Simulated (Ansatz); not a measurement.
**Vibrations of CaO (Fm-3m) by finite displacements**

```
Ca O
1.0
     0.00000    2.35395    2.35395
     2.35395    0.00000    2.35395
     2.35395    2.35395    0.00000
Ca O
1 1
Direct
  0.00000 0.00000 0.00000
  0.50000 0.50000 0.50000
```

The conventional cell has a = 4.708 Å, b = 4.708 Å, c = 4.708 Å, α = 90.00°, β = 90.00°, γ = 90.00°. Around Ca (atom 1) lie 6 O at 2.35 Å. O (atom 2) has 6 Ca at 2.35 Å as nearest neighbours.

Computed, not measured; unless marked otherwise by LDA, all-electron LAPW in Ansatz 0.2.0, scalar-relativistic. k mesh 8×8×8, fixed occupations, basis error target 1 meV/atom. The cell was relaxed by PAW under this functional, which moved its volume by -6 % from the database entry's.

Atoms are displaced by 0.01 Å in the smallest supercells that hold the wave vectors of a 2×2×2 mesh. Negative values stand for unstable modes. The zone centre has no LO-TO term.

(1) What are the phonon energies at the solved wave vectors, in THz?

(2) Is the structure dynamically stable at these wave vectors?

(3) How do the optical zone-centre modes decompose, and which are active?

(4) How well do frozen-core PAW files reproduce these all-electron values?

(5) The cell is scaled evenly to 25.565 and 26.609 Å³ (from 26.087), with free atoms relaxed and the shape held. What are the mode Grüneisen parameters γ = −d ln ω/d ln V?

(6) Linear response on PAW files adds the field. What are the dielectric tensor, the Born charges and the LO shift?

Answers

(1) 

| q | point | modes (THz) |
| --- | --- | --- |
| 0.000 0.000 0.000 | Gamma | 8.72 (×3) |
| 0.500 0.000 0.000 | L | 5.68 (×2), 9.72 (×2), 11.50, 14.57 |
| 0.500 0.500 0.000 | X | 6.14 (×2), 9.34, 9.43 (×2), 11.78 |

(2) Yes, no mode is unstable there; wave vectors off this mesh aren't tested.

(3) Point group m-3m: Γ_opt = T1u.

| label | THz | activity | mostly |
| --- | --- | --- | --- |
| T1u | 8.72 | IR | O (72 %) |

(4) With a cutoff of 420 eV and displacements of 0.0025 Å, the r.m.s. difference over the modes is 0.3 cm⁻¹; the largest difference is 290.4 (PAW) against 290.8 cm⁻¹ (LAPW).

(5) For the highest mode, 497.2 cm⁻¹ in the small cell and 475.1 in the large one give γ ≈ 1.14. From the change of the dynamical matrix on each mode:

| point | cm⁻¹ | γ |
| --- | --- | --- |
| Gamma | 290.8 | 2.54 |
| L | 189.6 | 2.17 |
| L | 324.1 | 1.95 |
| L | 383.6 | 1.01 |
| L | 485.9 | 1.14 |
| X | 205.0 | 0.12 |
| X | 311.7 | 2.20 |
| X | 314.5 | 2.43 |
| X | 392.9 | 0.65 |

Weighted by the modes' heat capacities at 300 K, the mean on this mesh is 1.63; it moves with the q mesh, and a coarse one overweights the zone boundary.

(6) ε∞ = (3.88, 3.88, 3.88) along x, y, z with local fields. Born charges (xx, yy, zz): Ca1 (2.37, 2.37, 2.37); O2 (-2.37, -2.37, -2.37). The highest zone-centre mode lies at 290.4 cm⁻¹ without the macroscopic field and at 569.2 cm⁻¹ with it, for q along x. Lyddane-Sachs-Teller then gives ε₀ = ε∞ (ω_LO/ω_TO)² = 14.91. With the ions free to follow the field, the program's ε₀ is (14.91, 14.91, 14.91).

Known limits: the frozen-core PAW files of the compared runs were fitted under PBE, their cores solved anew for this functional; semilocal gaps are low, and ε∞ tends to come out large.
